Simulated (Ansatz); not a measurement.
GaN:
```yaml
crystal:
  lattice:
    - [-1.42650, 1.42650, 2.46953]
    - [1.42650, -1.42650, 2.46953]
    - [1.42650, 1.42650, -2.46953]
  atoms:
    - { symbol: Ga, position: [0.75622, 0.75622, 0.00000] }
    - { symbol: N, position: [0.35878, 0.35878, 0.00000] }
```

x, y and z are the axes in which the lattice vectors are written.

Question: Give the high-frequency dielectric tensor and the Born effective charge tensors of the independent atoms from DFPT, the program Ansatz at the r²SCAN level (PAW).

Answer: 
ε∞:
```
7.12  0.00  0.00
0.00  7.12  0.00
0.00  0.00  6.47
```
Z* of atom 1 (Ga), rows: field, columns: displacement, in e:
```
3.47  0.00  0.00
0.00  3.47  0.00
0.00  0.00  2.83
```
Z* of atom 2 (N), rows: field, columns: displacement, in e:
```
-3.47   0.00   0.00
 0.00  -3.47   0.00
 0.00   0.00  -2.83
```

Static charges for comparison (Bader): Ga1 +1.71, N2 -1.71 e. Born charges measure polarisation by displacement and can exceed these by far.

Space group I4mm. The workflow started from a Materials Project entry (that database holds measured and hypothetical structures alike); the Crystallography Open Database copy checked does not list it. It is not the phase usual at ambient conditions (space group No. 186, 216). The cell was relaxed with r²SCAN under the symmetry of its start; of distortions, only those at the zone centre were tested. Spin–orbit coupling is left out wherever it is not named.

Potentials: the earlier of the program's two PAW sets.
